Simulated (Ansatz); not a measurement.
The elements of this relaxed trial crystal are hidden behind letters.

```
lattice vectors (Å)
  -1.7864    1.7864   10.9179
   1.7864   -1.7864   10.9179
   1.7864    1.7864  -10.9179
fractional positions
X 0.8060 0.8060 0.0000
X 0.1940 0.1940 0.0000
X 0.0000 0.0000 0.0000
Z 0.4502 0.9502 0.5000
Z 0.3544 0.8544 0.5000
Z 0.7500 0.2500 0.5000
Z 0.0498 0.5498 0.5000
Z 0.1456 0.6456 0.5000
```

Level of theory: Ansatz, DFT PBE, scalar-relativistic, plane waves, PAW. Cutoff 420 eV, Γ-centred 12×12×12 mesh (8-atom cell), Gaussian smearing of 0.10 eV, no spin polarisation.

```
Space group                                 : I-4m2 (No. 119)
Conventional cell                           : a = 3.573 Å, c = 21.836 Å
Volume per atom                             : 17.42 Å³
Density                                     : 2.23 g/cm³
Energy over the elements                    : −0.47 eV/atom
Gap on the 12×12×12 mesh of the 8-atom cell : 0 eV (the bands overlap slightly)
```

Energies are uncorrected and count from the elements' standard states at the same level.

**Question.** X is an s-block element of period 2 and Z is a p-block element of period 3. Which elements are they?

**Answer.** X = Be, Z = S, so the formula is Be3S5. Density times volume gives a mean mass of 2.23 × 17.42/1.6605 = 23.4 u per atom, and this set has 23.4 u. Among the elements that the hints allow, noble gases aside, only these give it. Be on a site of symmetry 2mm has 4 S at 2.08–2.16 Å; around Be on a site of symmetry -4m2 lie 4 S at 2.09 Å; around S on a site of symmetry 2mm lie 2 Be at 2.09 Å and 1 S at 2.09 Å; 2 more sites not described.

The zero gap may come from the functional, which often closes small gaps, or the cell may be a true semimetal. Symmetry constrained the relaxation, so the result can be a saddle point. Another cell of the same search, in P1, lies 79 meV/atom lower, so this cell isn't the stable form at this level.
